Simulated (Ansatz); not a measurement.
# Computed properties of Ba3CdS4 (ordering on rocksalt)

All numbers come from Ansatz 0.2.0. Note: simulated data, non-magnetic, for a generated structure that need not be the stable one.

Structure: Ba3CdS4 as one 8-atom ordering (Pm-3m) on the rocksalt lattice, at its r2SCAN minimum. The symmetry is Pm-3m (No. 221, cubic); conventional cell a = 6.252 Å, 30.55 Å³ an atom. Ba has 6 S at 3.13 Å; S has 4 Ba at 3.13 Å and 2 Cd at 3.13 Å; Cd has 6 S at 3.13 Å; S has 6 Ba at 3.13 Å.

```
Ba S Cd
1.0
     6.25191    0.00000    0.00000
     0.00000    6.25191    0.00000
     0.00000    0.00000    6.25191
Ba S Cd
3 4 1
Direct
  0.50000 0.00000 0.00000
  0.00000 0.50000 0.00000
  0.00000 0.00000 0.50000
  0.00000 0.50000 0.50000
  0.50000 0.00000 0.50000
  0.50000 0.50000 0.00000
  0.00000 0.00000 0.00000
  0.50000 0.50000 0.50000
```

Relaxed lattice by functional, symmetry kept:
```
functional  k mesh  a (Å)  volume (Å³/atom)
       PBE   4×4×4  6.269             30.80
    r2SCAN   4×4×4  6.252             30.55
```

On this one geometry the levels give:
```tsv
level	k mesh	gap (eV)	kind	edges	least direct gap (eV)
PBE	4×4×4	0	–	–	–
PBE+SOC	4×4×4	0	–	–	–
r2SCAN	4×4×4	0	–	–	–
```
All runs use a smearing of 0.02 eV.
Wave cutoffs: 420 eV, 500 eV (r2SCAN).
Points off the special ones are mesh points or PBE's searched band edges, reused at the other levels. Set aside, since their points miss a band edge that the other levels read or their mesh is too coarse: HSE06.

r2SCAN gives a gap of zero: filled and empty bands touch at Γ. PBE+SOC gives a gap of zero: filled and empty bands touch at Γ.

No level opens a gap, but no hybrid is among them, and semilocal functionals can close a real gap.

Only the levels marked +SOC include spin-orbit coupling.
